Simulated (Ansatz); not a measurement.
CdS:
```yaml
crystal:
  lattice:
    - [0.00000, 2.96331, 2.96331]
    - [2.96331, 0.00000, 2.96331]
    - [2.96331, 2.96331, 0.00000]
  atoms:
    - { symbol: S, position: [0.75000, 0.75000, 0.75000] }
    - { symbol: Cd, position: [0.00000, 0.00000, 0.00000] }
```

Cartesian axes are those of the cell as given.

Problem. Give the proper piezoelectric stress tensor with relaxed ions from plane-wave PAW PBE (Ansatz code).

Solution. In C/m², rows x, y, z, Voigt columns; mesh uncertainty up to 0.00.
```
 0.00   0.00   0.00  -0.18   0.00   0.00
 0.00   0.00   0.00   0.00  -0.18   0.00
 0.00   0.00   0.00   0.00   0.00  -0.18
```

The elastic tensor of the same run (GPa):

```
66.6  46.9  46.9   0.0   0.0   0.0
46.9  66.6  46.9   0.0   0.0   0.0
46.9  46.9  66.6   0.0   0.0   0.0
 0.0   0.0   0.0  25.8   0.0   0.0
 0.0   0.0   0.0   0.0  25.8   0.0
 0.0   0.0   0.0   0.0   0.0  25.8
```

Problem. Convert to strain constants d = e·S.

Solution. In pC/N:
```
 0.0   0.0   0.0  -7.1   0.0   0.0
 0.0   0.0   0.0   0.0  -7.1   0.0
 0.0   0.0   0.0   0.0   0.0  -7.1
```

Space group F-43m (zinc blende). The cell was relaxed with PBE under the symmetry of its start; phonons on a q-mesh show no instability.

Potentials: the later of the program's two PAW sets.
